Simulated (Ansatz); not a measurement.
Ga2O3:
```
CELL_PARAMETERS angstrom
      2.49229     1.43893     4.48012
     -2.49229     1.43893     4.48012
      0.00000    -2.87785     4.48012
ATOMIC_POSITIONS crystal
  Ga 0.85541 0.85541 0.85541
  Ga 0.14459 0.14459 0.14459
  Ga 0.64459 0.64459 0.64459
  Ga 0.35541 0.35541 0.35541
  O  0.75000 0.44639 0.05361
  O  0.25000 0.55361 0.94639
  O  0.05361 0.75000 0.44639
  O  0.94639 0.25000 0.55361
  O  0.44639 0.05361 0.75000
  O  0.55361 0.94639 0.25000
```

x, y and z are the axes in which the lattice vectors are written.

**Question.** Give the high-frequency dielectric tensor and the Born effective charge tensors of the independent atoms from DFPT, plane-wave PAW r²SCAN (Ansatz code).

**Answer.** 
ε∞:
```
4.03  0.00  0.00
0.00  4.03  0.00
0.00  0.00  3.92
```
Z* of atom 1 (Ga), rows: field, columns: displacement, in e:
```
 3.30   0.05   0.00
-0.05   3.30   0.00
 0.00   0.00   3.25
```
Z* of atom 5 (O), rows: field, columns: displacement, in e:
```
-2.15   0.09  -0.32
 0.09  -2.26  -0.19
-0.45  -0.26  -2.17
```

Static charges for comparison (Bader): Ga1 +2.01, O5 -1.34 e. Born charges measure polarisation by displacement and can exceed these by far.

Space group R-3c (corundum). The cell was relaxed with r²SCAN under the symmetry of its start. Spin–orbit coupling is left out wherever it is not named.

Potentials: the earlier of the program's two PAW sets. The files were generated under PBE; for other functionals the program regenerates the frozen cores, and for LDA and PBEsol the local potential too.
